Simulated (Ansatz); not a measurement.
Ti$_{2}$C:
```xyz
12
Lattice="0.0000 4.2742 4.2742 4.2742 0.0000 4.2742 4.2742 4.2742 0.0000" Properties=species:S:1:pos:R:3 pbc="T T T"
Ti     7.5303     5.2922     5.2922
Ti     5.3932     5.3932     3.1551
Ti     5.2922     7.5303     5.2922
Ti     3.1551     3.1551     3.1551
Ti     7.5303     7.5303     7.5303
Ti     5.3932     3.1551     5.3932
Ti     5.2922     5.2922     7.5303
Ti     3.1551     5.3932     5.3932
C      1.0685     1.0685     1.0685
C      1.0685     3.2056     3.2056
C      3.2056     3.2056     1.0685
C      3.2056     1.0685     3.2056
```

This is the PBEsol-relaxed structure.

### Question
All from PBEsol in the plane-wave PAW code Ansatz, unless another level is named. Predict the bulk modulus (Birch–Murnaghan fit).

### Answer
149 GPa.

### Question
And the highest zone-centre frequency?

### Answer
724 cm^-1.

Space group Fd-3m. The first step of the workflow began from a Materials Project structure, measured or hypothetical; the Crystallography Open Database copy checked does not list it. Whether it is the stable phase at ambient conditions was not checked. The cell was relaxed with PBEsol under the symmetry of its start; of distortions, only those at the zone centre were tested. No spin polarisation was allowed. As this level gives no gap, phonon frequencies hold no LO–TO term and depend on the k-mesh and smearing (Fermi–Dirac, 0.1 eV here).

Potentials: the later of the program's two PAW sets.
